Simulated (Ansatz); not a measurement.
One run on Co (P63/mmc): Co2 tilted by 20° from z and held

Theory: Ansatz 0.2.0, DFT, PBE, all-electron LAPW, scalar-relativistic.

Command: `ansatz run input.yaml --threads 2 --pin off --max-ram 4096MiB --backend cpu --events-out ev --progress --plain --runs-dir out`

```yaml
crystal:
  lattice:
    - [2.5074, 0.0, 0.0]
    - [-1.2537, 2.1714720974, 0.0]
    - [0.0, 0.0, 4.0699]
  atoms:
    - { symbol: Co, position: [0.3333333333, 0.6666666667, 0.25], spin: 1.7, spin_axis: [0.0, 0.0, 1.0] }
    - { symbol: Co, position: [0.6666666667, 0.3333333333, 0.75], spin: 1.7, spin_axis: [0.34202014, 0.0, 0.93969262] }
magnetization:
  noncollinear: true
  spin_locking: { lock_directions: true }
kpoints:
  mp_grid: { grid: [15, 15, 8] }
scf:
  occupations: { method: fermi_dirac, width: 0.08 }
  max_iter: 150
  lower_state_search: "off"
hamiltonian:
  xc: pbe
  pseudopotentials: { kind: all_electron, lapw: { basis_error: 0.001 } }
output:
  eigenvalues: false
```

The program prints:

```
settings of this run that can trade accuracy for cost: output.eigenvalues: false. Do not mix this run's numbers with those of runs without the same settings; the input reference describes each key
LAPW: plane waves up to 8.960 Å⁻¹, error target 1.0e-3 eV per atom; small_component_spin mean_spin; Co in spheres of 1.249 Å, 17 of its electrons in bands, Dirac shells [] (how accurate: hamiltonian.pseudopotentials.lapw.basis_error, Limitations)
Engine: ansatz 0.2.0
Pseudopotentials: kind: all_electron
Pseudopotential: Co, LAPW, valence charge 17, lapw/all_electron/scalar/gaussian/Co, Koelling and Harmon's equation, gaussian nucleus
Functional definition: PBE
  parameter kappa = 0.804
  parameter beta = 0.06672455060314922
  exchange = pbe_x(kappa = kappa, mu = beta*pi^2/3)
  correlation = pbe_c(beta = beta)
Crystal: 2 atoms, lattice volume = 22.160 Å³
Basis set: ecut = 305.8664649472599 eV, 287 PW (Γ), exchange–correlation at level 2
Bands: 42, of which v1, the nominal top of the filled ones, is band 34 counted from 1 (33 counted from 0)
Symmetry: 24 space group operations + 24 with time reversal
Moments: of one size on atoms that these operations exchange, one fixing the others by the rotation that the starting moments gave each, and all in one plane where the starting moments lie in one or along one axis (crystal.symmetry.detect: false holds none)
k-points: 135 of 1800
Non-local potential: Co, projectors of the file, none
Initial density: superposition of atomic densities (chi_scale 0.1, normalization cell)
Starting moments: Σ|m| = 3.4 μB on 2 of 2 sites
Initial wavefunctions: plane waves of lowest kinetic energy (no species holds an atomic orbital)
Functional: x = pbe(κ = 0.804, μ = 0.2195149727645171), c = pbe(β = 0.06672455060314922)
iter 1 solved again at ethr=3.15e-5 eV; its pass at ethr=1.00e-1 eV (dr2=1.07e-2 eV) is discarded
SCF iter   1: F=-75835.019756 eV  HF=-75835.102895 eV  |F-HF|=8.31e-2  |Δ(HF+E_count)|=         —  Δρ=1.17e-2  dr2=1.09e-2  dr2_m=9.04e-3  ethr=3.15e-5  |M|=3.17e0 ∫|m|=3.32e0 μB  β_m=0.30  ⟨swp⟩=3.3  Hψ=44859  notcnv=0
preconditioner: auto → none  [metal: Δε(μ)=0.008 eV  Ē_g=6.087 eV  σ=0.080 eV  W_gap=0.03  n_scr=8 (ndim 8)  ℏωp=33.5 eV  f_vac=0.000  D(μ)=1.96/eV (n_scr^D=22)]
SCF iter   2: F=-75835.127421 eV  HF=-75835.106202 eV  |F-HF|=2.12e-2  |Δ(HF+E_count)|=   3.31e-3  Δρ=8.98e-3  dr2=4.33e-3  dr2_m=4.28e-3  ethr=3.15e-5  |M|=3.17e0 ∫|m|=3.36e0 μB  β_m=0.41  ⟨swp⟩=3.0  Hψ=17479  notcnv=0
SCF iter   3: F=-75835.141012 eV  HF=-75835.132134 eV  |F-HF|=8.88e-3  |Δ(HF+E_count)|=   2.59e-2  Δρ=6.37e-3  dr2=1.44e-3  dr2_m=2.16e-3  ethr=1.27e-5  |M|=3.18e0 ∫|m|=3.42e0 μB  β_m=0.39  ⟨swp⟩=3.0  Hψ=17459  notcnv=0
SCF iter   4: F=-75835.154978 eV  HF=-75835.156879 eV  |F-HF|=1.90e-3  |Δ(HF+E_count)|=   2.47e-2  Δρ=4.10e-3  dr2=1.75e-4  dr2_m=1.38e-3  ethr=4.22e-6  |M|=3.21e0 ∫|m|=3.52e0 μB  β_m=0.50  ⟨swp⟩=3.0  Hψ=18993  notcnv=0
SCF iter   5: F=-75835.161105 eV  HF=-75835.160022 eV  |F-HF|=1.08e-3  |Δ(HF+E_count)|=   3.14e-3  Δρ=2.74e-3  dr2=4.89e-4  dr2_m=4.26e-4  ethr=5.16e-7  |M|=3.22e0 ∫|m|=3.63e0 μB  β_m=0.61  ⟨swp⟩=3.8  Hψ=19523  notcnv=0
iter 6 solved again at ethr=8.25e-9 eV; its pass at ethr=5.16e-7 eV (dr2=2.81e-6 eV) is discarded
SCF iter   6: F=-75835.162707 eV  HF=-75835.162676 eV  |F-HF|=3.09e-5  |Δ(HF+E_count)|=         —  Δρ=5.88e-4  dr2=2.81e-6  dr2_m=2.04e-5  ethr=8.25e-9  |M|=3.22e0 ∫|m|=3.61e0 μB  β_m=0.81  ⟨swp⟩=2.1  Hψ=30159  notcnv=0
the basis was enlarged: its passes take 2.2 MiB over the memory plan, 2 of 2 planned eigensolver slots
SCF iter   7: F=-75835.162678 eV  HF=-75835.162678 eV  |F-HF|=7.27e-7  |Δ(HF+E_count)|=   1.40e-6  Δρ=8.95e-5  dr2=7.65e-9  dr2_m=5.13e-7  ethr=8.25e-9  |M|=3.23e0 ∫|m|=3.61e0 μB  β_m=0.83  ⟨swp⟩=3.0  Hψ=17105  notcnv=0
SCF iter   8: F=-75835.162669 eV  HF=-75835.162669 eV  |F-HF|=5.41e-8  |Δ(HF+E_count)|=   8.72e-6  Δρ=1.08e-5  dr2=1.01e-9  dr2_m=7.28e-9  ethr=2.25e-11  |M|=3.23e0 ∫|m|=3.61e0 μB  β_m=0.91  ⟨swp⟩=3.6  Hψ=19317  notcnv=0
SCF iter   9: F=-75835.162667 eV  HF=-75835.162667 eV  |F-HF|=3.10e-9  |Δ(HF+E_count)|=   1.51e-6  Δρ=1.85e-6  dr2=6.31e-10  dr2_m=1.33e-10  ethr=2.98e-12  |M|=3.23e0 ∫|m|=3.61e0 μB  ⟨swp⟩=3.8  Hψ=19451  notcnv=0
Constraint outer step 1 at iter 9: max|Δm| = 2.60e-2 μB  λ_eff = 1.000 eV/μB²  [c0 t0: gradient δμ = +5.193e-2 eV/μB]
Mixer restart at iter 9: flushing history
SCF iter  10: F=-75835.168984 eV  HF=-75835.166321 eV  |F-HF|=2.66e-3  |Δ(HF+E_count)|=         —  Δρ=7.14e-3  dr2=2.46e-7  dr2_m=2.76e-3  ethr=2.32e-12 (applied; sched 1.86e-12)  |M|=3.20e0 ∫|m|=3.61e0 μB  β_m=0.91  ⟨swp⟩=5.7  Hψ=30819  notcnv=0  reapply=7
SCF iter  11: F=-75835.173758 eV  HF=-75835.166063 eV  |F-HF|=7.69e-3  |Δ(HF+E_count)|=   2.58e-4  Δρ=1.24e-2  dr2=1.34e-6  dr2_m=8.24e-3  ethr=7.23e-10  |M|=3.24e0 ∫|m|=3.61e0 μB  β_m=0.49  ⟨swp⟩=4.4  Hψ=24292  notcnv=0  recentre
SCF iter  12: F=-75835.161249 eV  HF=-75835.161061 eV  |F-HF|=1.88e-4  |Δ(HF+E_count)|=   5.00e-3  Δρ=1.89e-3  dr2=7.09e-8  dr2_m=1.92e-4  ethr=7.23e-10  |M|=3.21e0 ∫|m|=3.61e0 μB  β_m=0.50  ⟨swp⟩=4.2  Hψ=24025  notcnv=0
SCF iter  13: F=-75835.160129 eV  HF=-75835.160129 eV  |F-HF|=7.60e-7  |Δ(HF+E_count)|=   9.31e-4  Δρ=7.10e-5  dr2=3.03e-8  dr2_m=2.80e-7  ethr=2.08e-10  |M|=3.22e0 ∫|m|=3.61e0 μB  β_m=0.51  ⟨swp⟩=4.0  Hψ=20775  notcnv=0
SCF iter  14: F=-75835.160107 eV  HF=-75835.160108 eV  |F-HF|=1.07e-6  |Δ(HF+E_count)|=   2.14e-5  Δρ=2.46e-5  dr2=2.29e-8  dr2_m=4.78e-8  ethr=8.92e-11  |M|=3.22e0 ∫|m|=3.61e0 μB  β_m=0.50  ⟨swp⟩=3.0  Hψ=19185  notcnv=0
SCF iter  15: F=-75835.160103 eV  HF=-75835.160103 eV  |F-HF|=9.37e-8  |Δ(HF+E_count)|=   4.65e-6  Δρ=1.54e-5  dr2=3.67e-9  dr2_m=1.76e-8  ethr=6.74e-11  |M|=3.22e0 ∫|m|=3.61e0 μB  β_m=0.64  ⟨swp⟩=3.0  Hψ=19179  notcnv=0
SCF iter  16: F=-75835.160095 eV  HF=-75835.160095 eV  |F-HF|=1.02e-9  |Δ(HF+E_count)|=   8.87e-6  Δρ=1.17e-6  dr2=3.19e-12  dr2_m=1.12e-10  ethr=1.08e-11  |M|=3.22e0 ∫|m|=3.61e0 μB  ⟨swp⟩=3.0  Hψ=19179  notcnv=0
SCF 1 converged in 16 iterations: F = -75835.160095 eV  dr2 = 3.19e-12
SCF converged after 16 iterations
Stability not checked: this state was not tested for a lower state beside it, because a magnetisation constraint still acts at the end of the SCF (magnetization_constraint; see scf.lower_state_search)
Magnetization: |M| = 3.2173 μB,  M = (+0.5587, -0.0000, +3.1685) μB
Absolute magnetization: 3.6071 μB (∫|m|)
  site 0: m = (+0.0022, -0.0000, +1.7103) μB, |m| = 1.7103 μB  (R = 1.03 Å)
  site 1: m = (+0.5829, -0.0000, +1.6079) μB, |m| = 1.7103 μB  (R = 1.03 Å)
--- Magnetisation constraints (ε_frz = 1.0e-4 eV) ---
  site  kind           target                            achieved (μB)             |Δ|max (μB)  g (eV/μB)                     λ_eff  esc  ok   flags
  0     per_site_axis  ê (+0.000, +0.000, +1.000) ≥0.00  (+0.002, +0.000, +1.710)  2.20e-3      (+5.6e-2, +3.7e-40, +0.0e0)   1.000  0    yes
  1     per_site_axis  ê (+0.342, +0.000, +0.940) ≥0.00  (+0.583, -0.000, +1.608)  2.07e-3      (-5.3e-2, -3.7e-40, +1.9e-2)  1.000  0    yes
Free energy (F): -75835.160095 eV
Harris-Foulkes:  -75835.160095 eV  (|F-HF|=1.02e-9)
Internal energy: -75835.121728 eV  (E = F + TS)
E sigma→0 (E₀):  -75835.140911 eV
Entropy (-TS):   -0.038367 eV (-19.183 meV/atom)
Fermi energy:    18.616800 eV
--- Per-component energies (eV) ---
  E_band       = -489.759280
  E_kinetic    = 76961.720223
  E_xc         = -3249.261456
  E_constr_dc  = 0.000248  (∫m·b dr)
  E_electrostatic = -149547.580494  (all electrons and nuclei)
  E_smearing   = -0.038367  (= −TS)
  E_closure    = -0.000000  (closes the sum)
  E_penalty    = 0.000239  (constraint; not in F)
  E_atoms      = -75818.578525  (free atoms, spherical and without spin; not in F)
  Σ components = -75835.160095   (vs F -75835.160095, Δ=0.00e0)
  Basis errors (estimates in eV, not in F): energy 2.4e-4 per atom: plane waves 2.1e-4 (1.1e-4 summed), levels above the bands 1.2e-34, relativity 1.3e-8, radial functions 2.7e-5, core shells 6.7e-10; eigenvalues (radial functions only) 4.1e-7; not estimated: angular momenta, meshes, grids; target (lapw.basis_error) 1.0e-3; muffin-tin radii Co 1.249 Å
settings of this run that can trade accuracy for cost: output.eigenvalues: false. Do not mix this run's numbers with those of runs without the same settings; the input reference describes each key
```

Site moments (μB): Co1 (0.00, 0.00, 1.71); Co2 (0.58, 0.00, 1.61). Cell moment 3.22 μB.

The Ansatz runs typed with the search for lower states off end where their start leads. None of this fixes the real material's magnetic order: only patterns that fit the cell were computed, at zero temperature, with a functional that can overstate moments.

It took 3.5 min on 2 threads of Intel(R) Xeon(R) Platinum 8488C (Sapphire Rapids), with other jobs on the host, peak memory 0.92 GiB.
